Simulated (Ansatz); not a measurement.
## P₃W: input and output

Input file of Ansatz 0.2.0:

```yaml
crystal:
  lattice:
    - [2.441959, 4.229595, 0.0]
    - [-2.441959, 4.229595, 0.0]
    - [0.0, 0.0, 4.665014]
  atoms:
    - { symbol: W, position: [0.3333, 0.3334, 0.25] }
    - { symbol: W, position: [0.6666, 0.6667, 0.75] }
    - { symbol: P, position: [0.833, 0.833, 0.25] }
    - { symbol: P, position: [0.167, 0.666, 0.75] }
    - { symbol: P, position: [0.334, 0.833, 0.25] }
    - { symbol: P, position: [0.167, 0.167, 0.75] }
    - { symbol: P, position: [0.833, 0.334, 0.25] }
    - { symbol: P, position: [0.666, 0.167, 0.75] }
  symmetry: { tolerance: 0.0003 }
kpoints:
  mp_grid: { grid: [6, 6, 6], shift: [0, 0, 0] }
  band_path:
    path:
      - [0.0, 0.0, 0.0]
      - [0.49999997, -1.2e-07, 0.0]
      - [0.66666655, 0.33333315, 0.0]
      - [0.0, 0.0, 0.0]
      - [0.0, 0.0, 0.5]
      - [0.49999997, -1.2e-07, 0.5]
      - [0.66666655, 0.33333315, 0.5]
      - [0.0, 0.0, 0.5]
      - [0.49999997, -1.2e-07, 0.5]
      - [0.49999997, -1.2e-07, 0.0]
      - [0.66666655, 0.33333315, 0.5]
    npoints: 6
magnetization:
  spin_polarized: false
scf:
  occupations: { method: gaussian, width: 0.0263 }
  lower_state_search: "off"
  max_iter: 200
hamiltonian:
  pseudopotentials: { kind: paw }
  xc: r2scan
basis:
  ecutwfc: 500
  fft_grid_basis: typed
output:
  forces: true
  stress: true
  eigenvalues: true
  bader: true
  populations: true
  elf: true
  write_potential: true
  volumetric_format: npy
  dos:
    e_range: [-12, 8]
    de: 0.05
    projected: { site_lists: { P: [P], W: [W] } }
checkpoint:
  read: saved_state
```

The saved state is an earlier solution for the same cell, perhaps on another mesh. 

Parts of the output:

```
SCF iter   1: F=-25340.7174 eV  Δρ=2.02e-3  dr2=3.26e-3  dr2_τ=2.32e-3
SCF iter   2: F=-25340.7185 eV  Δρ=1.08e-3  dr2=7.58e-4  dr2_τ=2.80e-4
SCF iter   3: F=-25340.7185 eV  Δρ=4.74e-4  dr2=1.70e-4  dr2_τ=3.99e-5
SCF iter   4: F=-25340.7186 eV  Δρ=6.28e-5  dr2=3.04e-6  dr2_τ=1.04e-6
SCF iter   5: F=-25340.7186 eV  Δρ=1.30e-5  dr2=1.94e-7  dr2_τ=7.36e-9
SCF iter   6: F=-25340.7186 eV  Δρ=3.12e-6  dr2=8.33e-9  dr2_τ=1.06e-9
Free energy (F): -25340.7186 eV
Harris-Foulkes:  -25340.7186 eV  (|F-HF|=9.90e-9)
Internal energy: -25340.7170 eV  (E = F + TS)
E sigma→0 (E₀):  -25340.7178 eV
Entropy (-TS):   -0.0016 eV (-0.194 meV/atom)
Fermi energy:    18.8379 eV
--- Per-component energies (eV) ---
  E_band       = 0.0029
  E_kinetic    = 1378.1014
  E_local      = -1771.8760  (includes V_loc(G=0)·N_el)
  E_nonlocal   = 205.2829
  E_hartree    = 699.5762
  E_xc         = -867.4190
  E_vxc        = -942.5372  (∫ρ·V_xc dr)
  E_paw        = -20643.2111  (= ΣΔE_a)
  E_vpaw       = -316.1822  (= ΣTr[D̂ρ^β])
  E_aug_tail   =  0.0000  (compensation charges beyond the density's cutoff)
  E_vtau       = 48.0600  (kinetic-family band-sum trace: ∫τ·v_τ [+ j·A + Jᵃ·Aᵃ] dr)
  E_ewald      = -4339.4504
  E_core_change = -1.7210  (= ΣΔE_core)
  E_smearing   = -0.0016  (= −TS)
--- Forces (eV/Å), atoms counted from 1 ---
  atom   1  W      0.0000     0.0000     0.0000
  atom   2  W      0.0000     0.0000     0.0000
  atom   3  P      0.0000    -1.2116     0.0000
  atom   4  P      1.0492    -0.6058     0.0000
  atom   5  P      1.0492     0.6058     0.0000
  atom   6  P      0.0000     1.2116     0.0000
  atom   7  P     -1.0492     0.6058     0.0000
  atom   8  P     -1.0492    -0.6058     0.0000
--- Stress (GPa, compression-positive) ---
       45.1769       0.0000       0.0000
        0.0000      45.1769       0.0000
        0.0000       0.0000      16.6036
  P = ⅓ Tr σ = 35.6524 GPa (356.524 kbar)
--- Löwdin populations: 8 sites ---
  site symbol       q [e]
     0      W     13.9300
     1      W     13.9300
     2      P      4.8107
     3      P      4.8107
     4      P      4.8107
     5      P      4.8107
     6      P      4.8107
     7      P      4.8107
  spilling = 0.0220 (of n_electrons = 58.0000)
--- Bader charges: 8 sites ---
  site symbol  charge [e]  shift [e]
     0      W      1.0574     0.0046
     1      W      1.0575     0.0046
     2      P     -0.3525     0.0015
     3      P     -0.3525     0.0015
     4      P     -0.3525     0.0015
     5      P     -0.3525     0.0015
     6      P     -0.3525     0.0015
     7      P     -0.3525     0.0015
```

Origin: a known structure type with other elements, at an estimated volume, so it need not be a known compound. Caveats: many states at the Fermi level without spin polarisation, so a magnetic state may lie lower; atoms or cell far from equilibrium.
